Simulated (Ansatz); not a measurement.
The relaxed structure here is a generated cell of La2O3: the first start was made by a random draw of sites in a space group, and the end was not matched to a known phase here, so it may be hypothetical. Known forms of La2O3 include space group No. 164.

A relaxed structure of La2O3. Space group Pm-3m (No. 221). Method: r2SCAN (plane waves to 500 eV, PAW, scalar-relativistic; Ansatz, an electronic-structure program).

Space group Pm-3m (No. 221); a = 4.5594 Å, b = 4.5594 Å, c = 4.5594 Å, α = 90.00°, β = 90.00°, γ = 90.00°

```tsv
atom	site	symmetry	x	y	z
La	1b	m-3m	0.5000	0.5000	0.5000
La	1a	m-3m	0.0000	0.0000	0.0000
O	3d	4/mm.m	0.0000	0.0000	0.5000
```

Question: What band gap does r2SCAN give?

Answer: 0.78 eV, indirect (valence top at Γ, conduction bottom at X) (no spin-orbit coupling).

Question: Estimate the smallest direct gap that r2SCAN returns for this input.

Answer: 0.82 eV at X.

No spin polarisation in the result.

The run could not lower the symmetry of its start; a shaken copy of this end point relaxes with r2SCAN to P2₁ (No. 4), 792 meV/atom lower.
